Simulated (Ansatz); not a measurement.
Input:

SrGeO$_{3}$:
```yaml
crystal:
  lattice:
    - [6.90434, 0.00000, 0.00000]
    - [-3.45217, 5.97933, 0.00000]
    - [0.00000, 0.00000, 5.72042]
  atoms:
    - { symbol: Sr, position: [0.00000, 0.33496, 0.50000] }
    - { symbol: Sr, position: [0.33496, 0.00000, 0.50000] }
    - { symbol: Sr, position: [0.66504, 0.66504, 0.50000] }
    - { symbol: Ge, position: [0.27158, 0.27158, 0.00000] }
    - { symbol: Ge, position: [0.00000, 0.72842, 0.00000] }
    - { symbol: Ge, position: [0.72842, 0.00000, 0.00000] }
    - { symbol: O, position: [0.75198, 0.75198, 0.00000] }
    - { symbol: O, position: [0.00000, 0.24802, 0.00000] }
    - { symbol: O, position: [0.24802, 0.00000, 0.00000] }
    - { symbol: O, position: [0.36284, 0.36284, 0.28115] }
    - { symbol: O, position: [0.00000, 0.63716, 0.71885] }
    - { symbol: O, position: [0.63716, 0.00000, 0.28115] }
    - { symbol: O, position: [0.36284, 0.36284, 0.71885] }
    - { symbol: O, position: [0.00000, 0.63716, 0.28115] }
    - { symbol: O, position: [0.63716, 0.00000, 0.71885] }
```

This is the PBEsol-relaxed structure. Cartesian axes are those of the cell as given.

Task: All from the program Ansatz at the PBEsol level (PAW), unless another level is named. Estimate the hole effective mass, band 2 of 2 at the edge.

Result: 2.6 along x, 1.4 along z (mₑ).

Task: And the formation energy from the elements (no fitted shifts)?

Result: -2.23 eV/atom.

Task: And the band gap?

Result: 3.01 eV (direct).

Task: What about the electron effective mass?

Result: 0.32, 0.43, 0.43 mₑ (principal values).

Task: Give the valence-band maximum.

Result: at Γ.

Space group P-62m. The workflow started from a Materials Project entry (that database holds measured and hypothetical structures alike); the Crystallography Open Database copy checked does not list it. COD files the formula under space group No. 2, 15. Whether it is the stable phase at ambient conditions was not checked. The PBEsol relaxation kept the symmetry of its start. At this level the phase is dynamically unstable (imaginary phonons). The references are the lowest solids computed at this level, not always the standard phases (solids in place of the gases). Spin–orbit coupling is left out wherever it is not named.

Potentials: the later of the program's two PAW sets.
